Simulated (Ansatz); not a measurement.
**ScAl: how the energy converges with the cutoff**

ScAl, P1, a = 5.813 Å, b = 5.678 Å, c = 3.746 Å, α, β, γ = 89.7°, 89.3°, 135.2°. Ansatz: PBEsol, PAW, cutoff varied, Γ-centred 8×8×8 mesh on 4 atoms, Gaussian smearing 0.10 eV; no spin polarisation. Single points at one geometry with displaced atoms, the cutoff alone changed; ΔE is the energy at zero smearing over the run at 420 eV. The runs up to 350 eV lie under the cutoff recommended for these PAW datasets.

```
cutoff (eV)  ΔE (meV/atom)
        200        1378.74
        250         218.97
        300          31.07
        350              ?
```

Task: Assume ΔE falls exponentially with the cutoff, fit y = ln ΔE against x, the cutoff in eV, to the other rows, and predict the missing value.

Result: y = 7.229, 5.389, 3.436. Means x = 250.0, y = 5.3513; Σ(Δx)² = 5000, ΣΔxΔy = -189.7; the slope is their ratio. y = 14.83 − 0.03793 x, a factor of ten per 61 eV. At 350 eV this gives ΔE = 4.73 meV/atom. The run gave 4.07, a ratio of 1.16. The decay is steady over these rows. The reference at 420 eV isn't the complete basis: by the fit it lies 0.33 meV/atom above it, and every ΔE is lowered by that much, or by more if the decay slows beyond the rows, as it often does.